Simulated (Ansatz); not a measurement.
Space group P4/mmm (No. 123). a = 2.877 Å, b = 2.877 Å, c = 11.590 Å, α = 90.00°, β = 90.00°, γ = 90.00°
| atom | site | symmetry | x | y | z |
| --- | --- | --- | --- | --- | --- |
| Al | 2g | 4mm | 0.0000 | 0.0000 | 0.6220 |
| Al | 2g | 4mm | 0.0000 | 0.0000 | 0.8743 |
| Ni | 2h | 4mm | 0.5000 | 0.5000 | 0.7477 |
| Ni | 1c | 4/mmm | 0.5000 | 0.5000 | 0.0000 |
| Co | 1d | 4/mmm | 0.5000 | 0.5000 | 0.5000 |

Equation of state of this Al$_{4}$CoNi$_{3}$ structure (not necessarily the ground state), with shape and atoms relaxed at each volume where symmetry leaves them free. It has no gap at any of these volumes. Method: DFT PBE, scalar-relativistic, plane waves, PAW in Ansatz 0.2.0.

Cutoff 420 eV; k points 14×14×4 on the computed 8-atom cell (Γ-centred); Gaussian smearing, width 0.10 eV; collinear spin from starting moments 0.0 0.0 0.0 0.0 0.0 0.0 0.0 0.5 μB.

```csv
V (Å³/atom),E − E(largest V) (meV/atom),P (GPa)
10.557,58.35,27.35
10.916,6.91,18.73
11.276,-26.68,11.43
11.636,-45.28,5.27
11.996,-51.07,0.00
12.356,-45.92,-4.49
12.716,-31.45,-8.31
13.196,0.00,-12.54
```

Task: Fit a third-order Birch–Murnaghan equation, E = E0 + (9V0B0/16)·[(x − 1)³B0' + (x − 1)²(6 − 4x)] with x = (V0/V)^(2/3), to E(V).

Result: V0 = 12.00 Å³/atom, B0 = 162 GPa, B0' = 4.3.

The cell was found from a structure generator's guess, not taken from experiment.
